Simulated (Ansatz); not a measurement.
Space group Pm-3m (No. 221). a = 3.873 Å, b = 3.873 Å, c = 3.873 Å, α = 90.00°, β = 90.00°, γ = 90.00°
| atom | site | symmetry | x | y | z |
| --- | --- | --- | --- | --- | --- |
| Mn | 1a | m-3m | 0.0000 | 0.0000 | 0.0000 |
| Pt | 3c | 4/mm.m | 0.0000 | 0.5000 | 0.5000 |

Equation of state of this MnPt$_{3}$ structure (not necessarily the ground state), with shape and atoms relaxed at each volume where symmetry leaves them free. It has no gap at any of these volumes. Method: DFT PBEsol, scalar-relativistic, plane waves, PAW in Ansatz 0.2.0.

Plane waves to 420 eV, a k mesh through Γ of 12×12×12 on the computed 4-atom cell and Gaussian smearing (0.10 eV); collinear spin.

```tsv
V (Å³/atom)	E − E(largest V) (meV/atom)	P (GPa)
12.782	119.55	44.62
13.217	18.40	30.21
13.653	-47.09	18.28
14.089	-82.91	8.32
14.525	-93.89	0.02
14.960	-84.19	-6.89
15.396	-57.32	-12.59
15.977	0.00	-18.60
```

Task: Fit a third-order Birch–Murnaghan equation to E(V).

Result: V0 = 14.53 Å³/atom, B0 = 252 GPa, B0' = 5.1.

Spin-orbit coupling is left out, which matters for the bands of heavy elements. Only parallel moments were tried here.